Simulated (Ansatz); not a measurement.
PI2:
```cif
data_I4P2
_chemical_formula_sum 'P2 I4'
_space_group_name_H-M_alt 'P-1'
_space_group_IT_number 2
_space_group_name_Hall '-P 1'
_cell_length_a 4.52660
_cell_length_b 7.16974
_cell_length_c 7.40989
_cell_angle_alpha 80.728
_cell_angle_beta 74.054
_cell_angle_gamma 81.357
loop_
_atom_site_label
_atom_site_type_symbol
_atom_site_symmetry_multiplicity
_atom_site_Wyckoff_symbol
_atom_site_fract_x
_atom_site_fract_y
_atom_site_fract_z
_atom_site_occupancy
P1 P 2 i 0.39730 0.86173 0.03677 1
I1 I 2 i 0.44112 0.22739 0.66380 1
I2 I 2 i 0.18516 0.30574 0.19422 1
```

Relaxed at zero pressure with r²SCAN+D4 (plane waves, PAW; program Ansatz).

The volume is lowered by 6 % and shape and atoms relax at that volume. What pressure results, and how do the axes share the change?

0.6 GPa; a -2.8 %, b -2.3 %, c -1.2 %; the energy rises by 4 meV/atom.

Give the new structure.


Space group P-1 (No. 2); a = 4.402 Å, b = 7.002 Å, c = 7.320 Å, α = 80.81°, β = 74.18°, γ = 81.94°

| atom | site | symmetry | x | y | z |
|---|---|---|---|---|---|
| P | 2i | 1 | 0.3941 | 0.8585 | 0.0380 |
| I | 2i | 1 | 0.4382 | 0.2279 | 0.6594 |
| I | 2i | 1 | 0.1784 | 0.3099 | 0.1965 |

The phase is kept; no other phase was compared at this pressure.

The workflow started from an entry of the Crystallography Open Database (COD, 120 K). Whether it is the stable phase at ambient conditions was not checked. The cell was relaxed with r²SCAN+D4 under the symmetry of its start; its stability against distortions is not shown here. Spin–orbit coupling is left out wherever it is not named.

Potentials: the later of the program's two PAW sets.
